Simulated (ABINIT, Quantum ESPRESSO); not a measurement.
**GaF: electronic dielectric constant by level of theory**

```cif
data_structure
_symmetry_space_group_name_H-M 'F-43m'
_symmetry_Int_Tables_number 216
_cell_length_a 5.6925
_cell_length_b 5.6925
_cell_length_c 5.6925
_cell_angle_alpha 90.000
_cell_angle_beta 90.000
_cell_angle_gamma 90.000
_cell_volume 184.46
loop_
_atom_site_label
_atom_site_type_symbol
_atom_site_symmetry_multiplicity
_atom_site_Wyckoff_symbol
_atom_site_fract_x
_atom_site_fract_y
_atom_site_fract_z
_atom_site_occupancy
Ga1 Ga 4 d 0.25000 0.25000 0.75000 1
F1 F 4 a 0.00000 0.00000 0.00000 1
```

The cell comes from a database or a generator and needn't be the stable form of this composition.

```csv
rung,level,program and potentials,cutoff (eV),k mesh,smearing,task,core time,chip,electronic dielectric constant,notes
GGA,PBE,"Quantum ESPRESSO, GBRV 1.5 PBE",612,"4 × 4 × 4, shifted",fixed,phonons,3.4 min,Arm Neoverse V1,3.86,13 valence electrons an atom on average
GGA,PBE,"Quantum ESPRESSO, SPMS 1.0 PBE",952,"4 × 4 × 4, shifted",fixed,phonons,4.6 min,Arm Neoverse V1,3.84,10 valence electrons an atom on average
GGA,PBE,"Quantum ESPRESSO, JTH 2.0 PBE",707,"6 × 6 × 6, shifted",fixed,phonons,8.3 min,Arm Neoverse V2,3.96,10 valence electrons an atom on average; cell relaxed first (22.71 Å³/atom)
GGA + dispersion,PBE+D3(BJ),"Quantum ESPRESSO, JTH 2.0 PBE",707,"6 × 6 × 6, shifted",fixed,phonons,8.5 min,Arm Neoverse V2,3.66,10 valence electrons an atom on average; cell relaxed first (24.08 Å³/atom)
GGA + dispersion,PBE+D2,"Quantum ESPRESSO, JTH 2.0 PBE",707,"6 × 6 × 6, shifted",fixed,phonons,8.8 min,Arm Neoverse V2,4.40,10 valence electrons an atom on average; cell relaxed first (21.26 Å³/atom)
non-local van der Waals functional,rPW86PBE+rVV10,"Quantum ESPRESSO, JTH 2.0 PBE",707,"6 × 6 × 6, shifted",fixed,phonons,9.6 min,Arm Neoverse V2,4.21,potentials made for PBE; 10 valence electrons an atom on average; cell relaxed first (21.95 Å³/atom)
LDA,LDA,"ABINIT, PseudoDojo NC SR LDA v0.4.1 standard",1143,"4 × 4 × 4, 4 shifts",fixed,dielectric tensor,12 min,Intel Xeon 6975P-C Granite Rapids,3.87,10 valence electrons an atom on average
non-local van der Waals functional,rev-vdW-DF2,"Quantum ESPRESSO, JTH 2.0 PBE",707,"6 × 6 × 6, shifted",fixed,phonons,14 min,Arm Neoverse V2,4.05,potentials made for PBE; 10 valence electrons an atom on average; cell relaxed first (22.12 Å³/atom)
```

Times are single runs on shared hosts and different chips, so they are rough; meshes, cutoffs and the tasks' sizes weigh on the time. All rows: no spin polarisation. Smearing widths are in eV. Meshes differ between rows, which moves values too. All levels ran on this one cell, unrelaxed unless noted. Meshes are those of the run's cell of 2 atoms unless a note names another. Runs on faulty files, with rough fits or with known faults for this quantity aren't shown. No row holds spin-orbit coupling.

By rung: LDA 3.87; GGA 3.84 to 3.86; GGA in relaxed cells 3.96; GGA + dispersion in relaxed cells 3.66 to 4.40; non-local van der Waals functional in relaxed cells 4.05 to 4.21.
